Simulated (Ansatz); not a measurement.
Cold compression of TiB2 (AlB2 type)

```yaml
crystal:
  lattice:
    - [3.03224, 0.00000, 0.00000]
    - [-1.51612, 2.62600, 0.00000]
    - [0.00000, 0.00000, 3.22397]
  atoms:
    - { symbol: Ti, position: [0.00000, 0.00000, 0.00000] }
    - { symbol: B, position: [0.33333, 0.66667, 0.50000] }
    - { symbol: B, position: [0.66667, 0.33333, 0.50000] }
```

The cell comes from a relaxation on PAW files under the same functional, begun from a prototype that needn't be the stable phase.

Its volume is scaled, and at each volume shape and atoms are relaxed on PAW files; all methods then take that cell.

All numbers are PBE results (scalar-relativistic) from Ansatz 0.2.0, with a Γ-centred 11×11×9 k mesh, Fermi–Dirac smearing of 0.08 eV, no spin polarisation. Methods: LAPW: all electrons, basis error target 1 meV/atom; PAW: frozen-core files, cutoff 420 eV; crystal datasets: all electrons, by PAW datasets that the program makes for each cell; norm-conserving: pseudopotentials, cutoff 1155 eV; PAW (cutoff 300 eV): frozen-core files, cutoff 300 eV.

Energies are extrapolated to zero smearing and count from the unscaled cell; pressure is positive in compression; gaps take the mesh and a band path. No temperature or zero-point motion is included.

```json
{"V/V0": "1.00", "V (Å³/atom)": "8.56", "P LAPW (GPa)": "0.00", "ΔE LAPW (eV/atom)": "0.000", "P PAW − LAPW (GPa)": "0.00", "ΔE PAW − LAPW (meV/atom)": "0.0", "space group": "P6/mmm", "shortest distance (Å)": "1.751"}
{"V/V0": "0.94", "V (Å³/atom)": "8.04", "P LAPW (GPa)": "17.48", "ΔE LAPW (eV/atom)": "0.027", "P PAW − LAPW (GPa)": "-0.01", "ΔE PAW − LAPW (meV/atom)": "0.0", "space group": "P6/mmm", "shortest distance (Å)": "1.719"}
{"V/V0": "0.88", "V (Å³/atom)": "7.53", "P LAPW (GPa)": "41.0", "ΔE LAPW (eV/atom)": "0.118", "P PAW − LAPW (GPa)": "-0.01", "ΔE PAW − LAPW (meV/atom)": "0.0", "space group": "P6/mmm", "shortest distance (Å)": "1.686"}
{"V/V0": "0.80", "V (Å³/atom)": "6.85", "P LAPW (GPa)": "86.1", "ΔE LAPW (eV/atom)": "0.383", "P PAW − LAPW (GPa)": "0.01", "ΔE PAW − LAPW (meV/atom)": "-0.1", "space group": "P6/mmm", "shortest distance (Å)": "1.639"}
{"V/V0": "0.72", "V (Å³/atom)": "6.16", "P LAPW (GPa)": "?", "ΔE LAPW (eV/atom)": "?", "P PAW − LAPW (GPa)": "?", "ΔE PAW − LAPW (meV/atom)": "?", "space group": "?", "shortest distance (Å)": "?"}
{"V/V0": "0.62", "V (Å³/atom)": "5.31", "P LAPW (GPa)": "299.4", "ΔE LAPW (eV/atom)": "2.064", "P PAW − LAPW (GPa)": "-0.13", "ΔE PAW − LAPW (meV/atom)": "-0.2", "space group": "P6/mmm", "shortest distance (Å)": "1.518"}
```

Problem. Fit the Vinet equation to the LAPW pressures shown (residuals weighted by 1/(|P| + 0.03·Pmax)), and predict the pressure of the withheld row.

Solution. The fit gives V0 = 8.56 Å³/atom, B0 = 248 GPa and B0′ = 4.10. At 6.16 Å³/atom, x = (V/V0)^(1/3) = 0.8963, and P = 3·B0·(1 − x)/x²·exp[1.5·(B0′ − 1)·(1 − x)] = 155.6 GPa. The run itself gave 155.0 GPa (+0.4 % off) and ΔE = 0.888 eV/atom.

Problem. At the smallest volume, how far do crystal datasets and norm-conserving and PAW (cutoff 300 eV) lie from LAPW in pressure?

Solution. crystal datasets: +0.01 GPa; norm-conserving: -0.39 GPa; PAW (cutoff 300 eV): -0.24 GPa, on a LAPW pressure of 299.4 GPa.

Problem. How do the Löwdin populations by LAPW change from the unscaled cell to the last row?

Solution. Ti 3s 1.93 → 1.87, Ti 3d 2.90 → 3.32, B 2s 0.76 → 0.62 electrons an atom. These are projections on the shells that the free atoms fill; 0.03 e a cell lies outside them at the start and 0.04 e at the end.
